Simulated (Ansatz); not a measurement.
GaCl3:
```cif
data_Cl6Ga2
_chemical_formula_sum 'Ga2 Cl6'
_space_group_name_H-M_alt 'P 1'
_space_group_IT_number 1
_cell_length_a 6.52593
_cell_length_b 6.73274
_cell_length_c 6.65677
_cell_angle_alpha 60.541
_cell_angle_beta 60.652
_cell_angle_gamma 61.023
loop_
_space_group_symop_operation_xyz
  'x, y, z'
loop_
_atom_site_label
_atom_site_type_symbol
_atom_site_fract_x
_atom_site_fract_y
_atom_site_fract_z
_atom_site_occupancy
Ga1 Ga 0.33714 0.09188 0.23361 1
Ga2 Ga 0.66286 0.90812 0.76639 1
Cl1 Cl 0.74662 0.99987 0.00021 1
Cl2 Cl 0.25338 0.00013 0.99979 1
Cl3 Cl 0.70226 0.17875 0.41713 1
Cl4 Cl 0.29774 0.82125 0.58287 1
Cl5 Cl 0.82473 0.54027 0.81000 1
Cl6 Cl 0.17527 0.45973 0.19000 1
```

Relaxed with LDA.

Problem. Which orbitals make up the states near the band edges in the program Ansatz at the LDA level (PAW)?

Solution. Top 1 eV of the valence band: Cl 3p 98 %. Bottom 1 eV of the conduction band: Ga 4s 47 %, Cl 3p 41 %, outside the projected shells 6 %. Projections are on Löwdin-orthogonalised atomic valence shells; empty p or d shells of many metals are not among them.

Problem. Tabulate the density of states.

Solution. States/eV per cell of 8 atoms, in 0.25 eV bins, energy from the valence-band maximum.

```
E (eV)  total  Cl 3p  Ga 4p  Ga 4s
------  -----  -----  -----  -----
-7.85    0.00   0.00   0.00   0.00
-7.60    0.00   0.00   0.00   0.00
-7.35    0.00   0.00   0.00   0.00
-7.10    0.00   0.00   0.00   0.00
-6.85    0.00   0.00   0.00   0.00
-6.60    0.00   0.00   0.00   0.00
-6.35    0.00   0.00   0.00   0.00
-6.10    0.01   0.00   0.00   0.00
-5.85    3.25   1.82   0.01   1.14
-5.60    6.15   3.46   0.04   1.98
-5.35    3.62   2.15   0.07   0.85
-5.10    2.98   1.66   0.05   0.76
-4.85    0.00   0.00   0.00   0.00
-4.60    0.00   0.00   0.00   0.00
-4.35    0.00   0.00   0.00   0.00
-4.10    0.00   0.00   0.00   0.00
-3.85    1.04   0.77   0.25   0.01
-3.60    7.61   5.90   1.40   0.10
-3.35    6.39   5.06   0.91   0.15
-3.10    5.37   4.28   0.73   0.10
-2.85    3.92   3.20   0.49   0.03
-2.60    6.45   5.60   0.59   0.02
-2.35    8.63   7.44   0.84   0.02
-2.10    6.01   5.24   0.55   0.01
-1.85    6.27   5.81   0.29   0.01
-1.60    7.40   6.94   0.26   0.02
-1.35    7.93   7.49   0.24   0.02
-1.10   10.85  10.37   0.25   0.04
-0.85   12.85  12.46   0.19   0.02
-0.60   13.60  13.30   0.12   0.02
-0.35   15.81  15.50   0.13   0.01
-0.10    7.86   7.73   0.05   0.01
0.15     0.00   0.00   0.00   0.00
0.40     0.00   0.00   0.00   0.00
0.65     0.00   0.00   0.00   0.00
0.90     0.00   0.00   0.00   0.00
1.15     0.00   0.00   0.00   0.00
1.40     0.00   0.00   0.00   0.00
1.65     0.00   0.00   0.00   0.00
1.90     0.00   0.00   0.00   0.00
2.15     0.00   0.00   0.00   0.00
2.40     0.00   0.00   0.00   0.00
2.65     0.00   0.00   0.00   0.00
2.90     0.00   0.00   0.00   0.00
3.15     0.00   0.00   0.00   0.00
3.40     0.00   0.00   0.00   0.00
3.65     0.00   0.00   0.00   0.00
3.90     0.10   0.04   0.00   0.05
4.15     0.95   0.36   0.02   0.46
4.40     4.07   1.63   0.12   1.90
4.65     8.34   3.44   0.17   3.93
4.90     2.54   1.03   0.02   1.21
5.15     0.00   0.00   0.00   0.00
5.40     0.00   0.00   0.00   0.00
5.65     0.30   0.03   0.21   0.00
5.90     4.06   0.49   2.59   0.02
6.15     2.09   0.30   1.30   0.01
6.40     1.21   0.21   0.72   0.00
6.65     1.49   0.23   0.83   0.00
6.90     4.93   0.71   2.70   0.02
7.15     6.93   1.14   3.70   0.02
7.40     8.53   1.35   4.54   0.04
7.65     7.56   1.28   3.97   0.03
7.90     4.72   0.68   2.44   0.02
8.15     5.44   0.64   2.45   0.02
8.40     2.59   0.23   0.84   0.01
8.65     2.98   0.18   0.65   0.02
```

Space group C2/m. The workflow started from a Materials Project entry (that database holds measured and hypothetical structures alike); the Crystallography Open Database files this formula in space group No. 12, but the cells were not matched. Its standing as an ambient phase is unchecked. The LDA relaxation kept the symmetry of its start; its stability against distortions is not shown here. A crystal of weakly bound molecules computed without a dispersion correction: the cell and the soft elastic constants depend strongly on that. Spin–orbit coupling is left out wherever it is not named.

Potentials: the later of the program's two PAW sets.
